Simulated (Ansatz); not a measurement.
Here is the system:

AlClO:
```
AlClO
1.0
    3.11181     0.00000     0.00000
    0.00000     3.59677     0.00000
    0.00000     0.00000     7.64061
Al Cl O
2 2 2
Direct
  0.50000   0.00000   0.89306
  0.00000   0.50000   0.10694
  0.00000   0.00000   0.67523
  0.50000   0.50000   0.32477
  0.50000   0.50000   0.94976
  0.00000   0.00000   0.05024
```

This is the LDA-relaxed structure. Cartesian axes are those of the cell as given.

Task: All from plane-wave PAW LDA (Ansatz code), unless another level is named. Estimate the Poisson's ratio.

Result: 0.22.

Task: Give the elastic constants (relaxed ions, GPa).

Result: C11 = 220, C22 = 225, C33 = 34.4, C12 = 71.6, C13 = 10.6, C23 = 11.9, C44 = 11.7, C55 = 14.1, C66 = 99.5.

Space group Pmmn. The first step of the workflow began from a Materials Project structure, measured or hypothetical; the Crystallography Open Database files this formula in space group No. 59, but the cells were not matched. Its standing as an ambient phase is unchecked. Symmetry was held in the LDA relaxation; whether a distortion lowers the energy is not shown. A crystal of weakly bound layers computed without a dispersion correction: the cell and the soft elastic constants depend strongly on that.

Potentials: the later of the program's two PAW sets.
